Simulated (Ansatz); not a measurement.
La2MgNiO6 in space group R-3 (No. 148; La on 6c, Mg on 3b, Ni on 3a, O on 18f) under volume change, plane-wave PAW HSE06 (Ansatz code), shape and atoms relaxed at each volume.

| V (Å³/atom) | E − E(relaxed) (meV/atom) | P (GPa) |
|---|---|---|
| 10.283 | 57.1 | 19.58 |
| 10.621 | 23.9 | 11.96 |
| 10.960 | 5.7 | 5.49 |
| 11.299 | 0.0 | 0.00 |
| 11.638 | 5.0 | -4.62 |
| 11.977 | 19.0 | -8.52 |
| 12.316 | 40.6 | -11.78 |

Question: What does a third-order Birch–Murnaghan fit give for V₀, B₀ and B′?

Answer: V₀ = 11.30 Å³/atom, B₀ = 167 GPa, B′ = 4.6.

The first step of the workflow began from a Materials Project structure, measured or hypothetical; the Crystallography Open Database copy checked does not list it. With Mg and Ni taken as one species the cell has the higher symmetry R-3c, so it may be an ordered model of a mixed-site phase. Whether it is the stable phase at ambient conditions was not checked. The cell was relaxed with HSE06 under the symmetry of its start; whether a distortion lowers the energy is not shown. The run is not spin-polarised. Scalar-relativistic: spin–orbit coupling is off unless named, which matters more the heavier the elements.

Potentials: the later of the program's two PAW sets.
